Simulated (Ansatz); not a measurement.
Bi:
```cif
data_Bi2
_chemical_formula_sum 'Bi2'
_space_group_name_H-M_alt 'P 1'
_space_group_IT_number 1
_cell_length_a 4.88518
_cell_length_b 4.88518
_cell_length_c 4.88518
_cell_angle_alpha 55.297
_cell_angle_beta 55.297
_cell_angle_gamma 55.297
loop_
_space_group_symop_operation_xyz
  'x, y, z'
loop_
_atom_site_label
_atom_site_type_symbol
_atom_site_fract_x
_atom_site_fract_y
_atom_site_fract_z
_atom_site_occupancy
Bi1 Bi 0.23160 0.23160 0.23160 1
Bi2 Bi 0.76840 0.76840 0.76840 1
```

Relaxed with r²SCAN. r²SCAN in the plane-wave PAW code Ansatz gives no gap.

What gap does HSE06 give on the same cell (Ansatz, PAW)?

0.09 eV. The hybrid was solved on a coarser mesh and at special points; its gap is the smallest among all of these. On such a mesh it can open a false gap in a semimetal.

| k | v1 r²SCAN | c1 r²SCAN | v1 HSE06 | c1 HSE06 |
|---|---|---|---|---|
| Γ | -1.41 | 2.14 | -0.87 | 3.00 |
| T | -0.88 | 0.78 | … | … |
| L | -0.56 | -0.27 | 0.00 | 0.36 |
| F | -3.06 | 2.33 | … | … |
| S0 | -2.74 | 2.63 | … | … |
| H0 | -0.94 | 0.81 | … | … |

Top valence (v1) and lowest conduction level (c1) in eV from each method's valence maximum (which need not be a listed point): supply the withheld HSE06 values.


- T, v1 HSE06: -0.33
- T, c1 HSE06: 1.42
- H0, v1 HSE06: -0.37
- H0, c1 HSE06: 1.53
- F, v1 HSE06: -2.66
- F, c1 HSE06: 2.99
- S0, v1 HSE06: -2.32
- S0, c1 HSE06: 3.44

Cost on shared cores: the r²SCAN run (SCF on a 11×11×11 mesh, then bands and DOS) around 120 core-seconds (rough), the HSE06 run (SCF on 6×6×6, then a few points) very roughly 5 core-minutes; the tasks are unlike.

Space group R-3m (A7 (α-As type)). The r²SCAN relaxation kept the symmetry of its start; of distortions, only those at the zone centre were tested. Spin–orbit coupling is left out wherever it is not named.

Potentials: the later of the program's two PAW sets.
